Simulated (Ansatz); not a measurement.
ZrC (rock salt, space group No. 225) at seven volumes, DFT-PBE in the program Ansatz with PAW potentials, scaled uniformly. One row is withheld.

| V (Å³/atom) | P (GPa) |
|---|---|
| 11.874 | 25.40 |
| 12.265 | ? |
| 12.657 | 7.21 |
| 13.048 | 0.00 |
| 13.439 | -6.19 |
| 13.831 | -11.51 |
| 14.222 | -16.06 |

Question: Fit the shown pressures and predict the withheld one.

Answer: P = (3/2)B₀(x^(7/2) − x^(5/2))[1 + (3/4)(B′ − 4)(x − 1)] with x = (V₀/V)^(2/3). Least squares on the six rows gives V₀ = 13.048 Å³/atom, B₀ = 222 GPa, B′ = 4.08. At V = 12.265, x = 1.0421 and P = 15.59 GPa. The run itself gave 15.61 GPa.

Space group Fm-3m (rock salt). The PBE relaxation kept the symmetry of its start; of distortions, only those at the zone centre were tested. The run is not spin-polarised.

Potentials: the later of the program's two PAW sets.
